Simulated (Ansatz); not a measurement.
Relaxed-ion elastic tensor of Cu (body-centred tetragonal, I4/mmm) in GPa (Voigt order), plane-wave PAW r²SCAN (Ansatz code); density 9.19 g/cm³, 11.48 Å³ per atom.

```
150  173  157  0.0  0.0  0.0
173  150  157  0.0  0.0  0.0
157  157  177  0.0  0.0  0.0
0.0  0.0  0.0  102  0.0  0.0
0.0  0.0  0.0  0.0  102  0.0
0.0  0.0  0.0  0.0  0.0  120
```

**Question.** Is the crystal mechanically stable?

**Answer.** No: the smallest eigenvalue of C is -23.1 GPa.

The workflow started from a Materials Project entry (that database holds measured and hypothetical structures alike); the Crystallography Open Database copy checked does not list it. It is not the phase usual at ambient conditions (space group No. 225). The cell was relaxed with r²SCAN under the symmetry of its start. At this level the phase is mechanically unstable. No spin polarisation was allowed. As this level gives no gap, shear constants depend on the k-mesh and smearing (Fermi–Dirac, 0.1 eV here).

Potentials: the later of the program's two PAW sets.
